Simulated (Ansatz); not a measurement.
# Cold compression of Rh (fcc type)

```
Rh
1.0
     0.00000    1.91499    1.91499
     1.91499    0.00000    1.91499
     1.91499    1.91499    0.00000
Rh
1
Cartesian
  0.0000 0.0000 0.0000
```

The cell comes from a relaxation on PAW files under the same functional.

Its volume is scaled at fixed shape and fractional positions.

All numbers are PBE results (scalar-relativistic) from Ansatz 0.2.0, with a Γ-centred 17×17×17 k mesh, Fermi–Dirac smearing of 0.05 eV, no spin polarisation. Methods: LAPW: all electrons, basis error target 1 meV/atom; PAW: frozen-core files, cutoff 420 eV; crystal datasets: all electrons, by PAW datasets that the program makes for each cell; norm-conserving: pseudopotentials, cutoff 1197 eV; PAW (partial waves polarizable): frozen-core files, cutoff 420 eV.

Energies are extrapolated to zero smearing and count from the unscaled cell; pressure is positive in compression; gaps take the mesh and a band path. No temperature or zero-point motion is included.

```json
{"V/V0": "1.00", "V (Å³/atom)": "14.05", "P LAPW (GPa)": "-0.04", "ΔE LAPW (eV/atom)": "0.000", "P PAW − LAPW (GPa)": "0.03", "ΔE PAW − LAPW (meV/atom)": "0.0"}
{"V/V0": "0.95", "V (Å³/atom)": "13.34", "P LAPW (GPa)": "15.01", "ΔE LAPW (eV/atom)": "0.031", "P PAW − LAPW (GPa)": "0.04", "ΔE PAW − LAPW (meV/atom)": "0.2"}
{"V/V0": "0.85", "V (Å³/atom)": "11.94", "P LAPW (GPa)": "63.2", "ΔE LAPW (eV/atom)": "0.351", "P PAW − LAPW (GPa)": "0.06", "ΔE PAW − LAPW (meV/atom)": "0.6"}
{"V/V0": "0.75", "V (Å³/atom)": "10.53", "P LAPW (GPa)": "152.7", "ΔE LAPW (eV/atom)": "1.256", "P PAW − LAPW (GPa)": "0.08", "ΔE PAW − LAPW (meV/atom)": "1.3"}
{"V/V0": "0.65", "V (Å³/atom)": "9.13", "P LAPW (GPa)": "323.1", "ΔE LAPW (eV/atom)": "3.259", "P PAW − LAPW (GPa)": "-0.06", "ΔE PAW − LAPW (meV/atom)": "1.5"}
{"V/V0": "0.55", "V (Å³/atom)": "7.72", "P LAPW (GPa)": "?", "ΔE LAPW (eV/atom)": "?", "P PAW − LAPW (GPa)": "?", "ΔE PAW − LAPW (meV/atom)": "?"}
{"V/V0": "0.45", "V (Å³/atom)": "6.32", "P LAPW (GPa)": "1394", "ΔE LAPW (eV/atom)": "15.992", "P PAW − LAPW (GPa)": "-5.40", "ΔE PAW − LAPW (meV/atom)": "-22.4"}
{"V/V0": "0.40", "V (Å³/atom)": "5.62", "P LAPW (GPa)": "2069", "ΔE LAPW (eV/atom)": "23.473", "P PAW − LAPW (GPa)": "-14.29", "ΔE PAW − LAPW (meV/atom)": "-62.3"}
```

(1) Fit the Vinet equation to the LAPW pressures shown (residuals weighted by 1/(|P| + 0.03·Pmax)), and predict the pressure of the withheld row.

(2) At the smallest volume, how far do crystal datasets and norm-conserving and PAW (partial waves polarizable) lie from LAPW in pressure?

(3) How do the Löwdin populations by LAPW change from the unscaled cell to the last row?

## Answers

(1) The fit gives V0 = 14.05 Å³/atom, B0 = 251 GPa and B0′ = 5.38. At 7.72 Å³/atom, x = (V/V0)^(1/3) = 0.8192, and P = 3·B0·(1 − x)/x²·exp[1.5·(B0′ − 1)·(1 − x)] = 666.4 GPa. The run itself gave 663.2 GPa (+0.5 % off) and ΔE = 7.406 eV/atom.

(2) crystal datasets: 0.00 GPa; norm-conserving: +10.84 GPa; PAW (partial waves polarizable): -14.30 GPa, on a LAPW pressure of 2069 GPa.

(3) Rh 4s 1.97 → 1.87, Rh 5s 0.81 → 0.58, Rh 4d 8.13 → 8.47 electrons an atom. These are projections on the shells that the free atoms fill; 0.09 e a cell lies outside them at the start and 0.11 e at the end.
